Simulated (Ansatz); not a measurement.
CoSi in space group P2_13 (No. 198; Co on 4a, Si on 4a) under volume change, r²SCAN (plane waves, PAW; program Ansatz), shape and atoms relaxed at each volume.

| V (Å³/atom) | E − E(relaxed) (meV/atom) | P (GPa) |
|---|---|---|
| 9.575 | [?] | [?] |
| 9.891 | 32.7 | 17.61 |
| 10.206 | 7.7 | 8.05 |
| 10.522 | 0.0 | -0.01 |
| 10.838 | 6.9 | -6.77 |
| 11.153 | 25.9 | -12.41 |
| 11.469 | [?] | [?] |

Task: Complete the blanks.

Result: 
- 9.575, E − E(relaxed) (meV/atom): 78.3
- 9.575, P (GPa): 28.93
- 11.469, E − E(relaxed) (meV/atom): 55.1
- 11.469, P (GPa): -17.01

Task: What does a third-order Birch–Murnaghan fit give for V₀, B₀ and B′?

Result: V₀ = 10.52 Å³/atom, B₀ = 244 GPa, B′ = 4.9.

Symmetry was held in the r²SCAN relaxation. The run is not spin-polarised.

Potentials: the earlier of the program's two PAW sets. The files were generated under PBE; for other functionals the program regenerates the frozen cores, and for LDA and PBEsol the local potential too.
